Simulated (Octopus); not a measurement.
**BeTe (F-43m, No. 216): Octopus summary**

BeTe (F-43m, No. 216):
```
BeTe
1.0
    0.00000     2.83146     2.83146
    2.83146     0.00000     2.83146
    2.83146     2.83146     0.00000
Be Te
1 1
Direct
  0.00000   0.00000   0.00000
  0.25000   0.25000   0.25000
```
The cell is a database entry, not relaxed again.

Level: LDA. Code: Octopus 16.4. Numerical set-up: grid spacing about 0.24 Å, Γ-centred 6×6×6 k-mesh, no spin polarisation; valence-only HGH without core correction for Be Te. Spin-orbit coupling is left out.

What band gap does LDA give on the standard high-symmetry path?

1.95 eV, from Γ to X; smallest direct gap on the path 3.64 eV. A grid finer by a fifth moves the gap between mesh points by under 0.01 eV.
